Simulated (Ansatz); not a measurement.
Given:

BiRh:
Space group P6₃/mmc (No. 194); a = b = 4.1123 Å, c = 5.6325 Å, α = β = 90.00°, γ = 120.00°

```csv
atom,site,symmetry,x,y,z
Bi,2c,-6m2,0.3333,0.6667,0.2500
Rh,2a,-3m.,0.0000,0.0000,0.0000
```

This is the PBEsol-relaxed structure.

Problem. All from DFT-PBEsol in the program Ansatz with PAW potentials, unless another level is named. Predict the highest zone-centre frequency.

Solution. 204 cm⁻¹.

Problem. And the Hill bulk and shear moduli?

Solution. 132 and 46.1 GPa.

Space group P6_3/mmc (NiAs type). The workflow started from a Materials Project entry (that database holds measured and hypothetical structures alike); the Crystallography Open Database files this formula in space group No. 194, but the cells were not matched. Whether it is the stable phase at ambient conditions was not checked. Symmetry was held in the PBEsol relaxation; of distortions, only those at the zone centre were tested. No spin polarisation was allowed. As this level gives no gap, shear constants depend on the k-mesh and smearing (Fermi–Dirac, 0.1 eV here). As this level gives no gap, phonon frequencies hold no LO–TO term and depend on the k-mesh and smearing (Fermi–Dirac, 0.1 eV here). Axis ratios of metals converge slowly with the k-mesh, so a and c are less sure than the volume. Scalar-relativistic: spin–orbit coupling is off unless named, which matters more the heavier the elements.

Potentials: the later of the program's two PAW sets.
